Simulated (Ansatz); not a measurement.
Y2N (anti-CdI2 type, P-3m1), PBE (plane waves, PAW; program Ansatz), all energies at zero smearing, with the estimated change up to a 700 eV cutoff added, with one set of potentials and settings (totals compare only within such a set). Cell of 3 atoms (1 N, 2 Y): -8084.541 eV.

```json
[
 {"element": "N", "reference phase": "Pa-3, 8 atoms in the cell", "E (eV/atom)": "-384.0342"},
 {"element": "Y", "reference phase": "P6_3/mmc, 2 atoms in the cell", "E (eV/atom)": "-3848.6897"}
]
```

Formation energy per atom, worked out: (-8084.541 − 1×(-384.0342) − 2×(-3848.6897))/3 = -1.043 eV/atom (-101 kJ per mol of atoms), at 0 K, without zero-point energy or fitted corrections.

The cell is a constructed one: a structure type filled with these elements; neither database checked (COD, Materials Project) lists it. Its standing as an ambient phase is unchecked. Symmetry was held in the PBE relaxation; its stability against distortions is not shown here. The run is not spin-polarised. The references are the lowest solids computed at this level, not always the standard phases (solids in place of the gases).

Potentials: the earlier of the program's two PAW sets.
